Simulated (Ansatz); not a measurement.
KI:
```xyz
2
Lattice="0.0000 3.5035 3.5035 3.5035 0.0000 3.5035 3.5035 3.5035 0.0000" Properties=species:S:1:pos:R:3 pbc="T T T"
K      0.0000     0.0000     0.0000
I      3.5035     3.5035     3.5035
```

Relaxed with PBEsol. Special points in fractions of this cell's reciprocal vectors: Γ (0.000, 0.000, 0.000); X (0.500, 0.000, 0.500); U (0.625, 0.250, 0.625); K (0.375, 0.375, 0.750); L (0.500, 0.500, 0.500); W (0.500, 0.250, 0.750).

**Question.** List the band energies nearest the valence-band maximum at these points for plane-wave PAW PBEsol with spin–orbit coupling (Ansatz code).

**Answer.** In eV from the valence-band maximum; about four levels below and three above (degenerate sets whole), none deeper than 8.9 eV; points with the same levels are listed once.

```
k                    below                          above
-  -----------------------  -----------------------------
Γ      0.00 0.00 0.00 0.00  3.55 3.55 6.10 6.10 6.10 6.10
X  -0.80 -0.80 -0.42 -0.42            4.46 4.46 5.41 5.41
U  -0.93 -0.93 -0.57 -0.57            5.17 5.17 6.30 6.30
L  -0.87 -0.87 -0.39 -0.39            5.09 5.09 7.33 7.33
W  -0.85 -0.85 -0.74 -0.74            5.99 5.99 6.10 6.10
```

Space group Fm-3m (rock salt). Symmetry was held in the PBEsol relaxation.

Potentials: the later of the program's two PAW sets.
